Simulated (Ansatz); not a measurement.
A structure of MgO relaxed with PBEsol (plane waves to 420 eV, PAW, scalar-relativistic; Ansatz, a program for electronic structure); single points at other levels follow on the same geometry (Ansatz, PAW; HSE06 at 420 eV on a 8×8×2 k-mesh; no spin-orbit coupling). Space group P6₃mc (No. 186).

```xyz
8
Lattice="3.2553 0.0000 0.0000 -1.6277 2.8192 0.0000 0.0000 0.0000 10.4158" Properties=species:S:1:pos:R:3 pbc="T T T"
Mg     0.0000     0.0000     0.0245
Mg     0.0000     0.0000     5.2323
Mg     1.6277     0.9397     7.8223
Mg     0.0000     1.8795     2.6144
O      0.0000     0.0000     8.4467
O      0.0000     0.0000     3.2388
O      1.6277     0.9397     5.8466
O      0.0000     1.8795     0.6388
```

```csv
level,gap (eV),kind,conduction minimum
PBEsol,3.46,direct,Γ
HSE06,(withheld),–,(withheld)
```

Question: Some entries are withheld; supply them.

Answer: 
- HSE06, gap (eV): 5.19
- HSE06, conduction minimum: Γ

No spin polarisation in the result.

The run could not lose the symmetry of its start; a randomly shaken copy of 8 atoms returns to this structure.

The first start was generated by placing the elements on the sites of a structure type. Materials Project lists a structure of MgO in the same space group, P6₃mc (No. 186); the sites were not compared with it, nor with measured phases. Known forms of MgO include space group No. 225.
